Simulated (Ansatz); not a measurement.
# Property card for Li2Cu

Computed with Ansatz 0.2.0, DFT PBE, scalar-relativistic, plane waves, PAW.

Cutoff 420 eV; k points 18×18×8 on the computed 3-atom cell (Γ-centred); Gaussian smearing, width 0.10 eV; no spin polarisation.

The structure is relaxed at this level of theory with its symmetry kept, and needn't be the ground state of this composition.

```cif
data_structure
_symmetry_space_group_name_H-M 'P-3m1'
_symmetry_Int_Tables_number 164
_cell_length_a 2.7044
_cell_length_b 2.7044
_cell_length_c 6.8107
_cell_angle_alpha 90.000
_cell_angle_beta 90.000
_cell_angle_gamma 120.000
_cell_volume 43.14
loop_
_atom_site_label
_atom_site_type_symbol
_atom_site_symmetry_multiplicity
_atom_site_Wyckoff_symbol
_atom_site_fract_x
_atom_site_fract_y
_atom_site_fract_z
_atom_site_occupancy
Li1 Li 2 d 0.66667 0.33333 0.68952 1
Cu1 Cu 1 a 0.00000 0.00000 0.00000 1
```

| Quantity | Value |
| --- | --- |
| Space group | P-3m1 (No. 164) |
| Volume per atom | 14.38 Å³ |
| Formation energy from the elements' standard states (uncorrected) | +0.017 eV/atom |
| Kohn–Sham band gap | none (metal) |
| Density of states at the Fermi level | 1.0 states/eV per cell |

The cell was found from a structure generator's guess, not taken from experiment.
